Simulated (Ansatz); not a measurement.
InS:
```yaml
crystal:
  lattice:
    - [4.37733, 0.00000, 0.00000]
    - [0.00000, 10.68074, 0.00000]
    - [0.00000, 0.00000, 3.95041]
  atoms:
    - { symbol: In, position: [0.37994, 0.62011, 0.50000] }
    - { symbol: In, position: [0.62006, 0.37989, 0.50000] }
    - { symbol: In, position: [0.87994, 0.87989, 0.00000] }
    - { symbol: In, position: [0.12006, 0.12011, 0.00000] }
    - { symbol: S, position: [0.51014, 0.84962, 0.50000] }
    - { symbol: S, position: [0.48986, 0.15038, 0.50000] }
    - { symbol: S, position: [0.01014, 0.65038, 0.00000] }
    - { symbol: S, position: [0.98986, 0.34962, 0.00000] }
```

Relaxed with PBEsol.

### Question
Give the Bader charges and basin volumes of the independent atoms, plane-wave PAW PBEsol (Ansatz code).

### Answer


| atom | Bader charge (e) | Bader volume (Å³) |
|---|---|---|
| In1 | +0.88 | 20.8 |
| S5 | -0.88 | 25.3 |

Space group Pnnm. The first step of the workflow began from a Materials Project structure, measured or hypothetical; the Crystallography Open Database files this formula in space group No. 58, but the cells were not matched. Whether it is the stable phase at ambient conditions was not checked. The cell was relaxed with PBEsol under the symmetry of its start; whether a distortion lowers the energy is not shown.

Potentials: the later of the program's two PAW sets.
